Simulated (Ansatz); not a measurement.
Task: B2CO (chalcopyrite, I-42d) is relaxed with PBE in the plane-wave PAW code Ansatz. What lattice parameters of the conventional cell result?

Result: a = 3.725 Å, c = 7.502 Å.

Task: Give the free coordinates with the occupied sites.

Result: In one choice of origin and axes:

```csv
atom,site,symmetry,x,y,z
C,4a,-4..,0.0000,0.0000,0.0000
O,4b,-4..,0.0000,0.0000,0.5000
B,8d,.2.,0.2287,0.2500,0.1250
```

Task: Is it a metal or does it have a gap at this level?

Result: A gap of 2.94 eV, indirect.

The start of the workflow was typed in or built on a structure type; neither database checked (COD, Materials Project) lists it. Its standing as an ambient phase is unchecked. The PBE relaxation kept the symmetry of its start; whether a distortion lowers the energy is not shown.

Potentials: the earlier of the program's two PAW sets.
